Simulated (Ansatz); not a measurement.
Given:

Co (hcp, Mg type)

```xyz
2
Lattice="2.4939 0.0000 0.0000 -1.2470 2.1598 0.0000 0.0000 0.0000 4.0317" Properties=species:S:1:pos:R:3 pbc="T T T"
Co     0.0000     1.4399     3.0238
Co     1.2470     0.7199     1.0079
```

Equation-of-state scan: isotropic scaling of the cell above, V₀ being its volume. Symmetry pins the atoms to their sites.

These are PBE (plane waves to 420 eV, PAW, scalar-relativistic; Ansatz, a first-principles code) values and carry that method's errors. k mesh 21×21×12 (Γ-centred), Fermi-Dirac smearing 0.05 eV. E stands for the smeared free energy. Stress and pressure are positive under compression. With the shape held, the modulus is that of even scaling; a crystal free to change shape is softer. Co was relaxed with its symmetry unable to fall. Relaxed Co ends ferromagnetic. The PAW data are Ansatz's earlier set. Other magnetic orders were not checked, so this need not be the ground state. ΔE is measured from the relaxed starting cell.

The scan covers V/V₀ from 0.900 to 1.100 in 13 points.

Problem. What bulk modulus at fixed cell shape B₀ follows from a third-order Birch-Murnaghan fit?

Solution. 211 GPa.

Problem. What is the fitted pressure derivative B₀′?

Solution. 4.8.

(A scan under strain: stresses follow from slopes of the energy per volume, elastic moduli from its curvatures.)
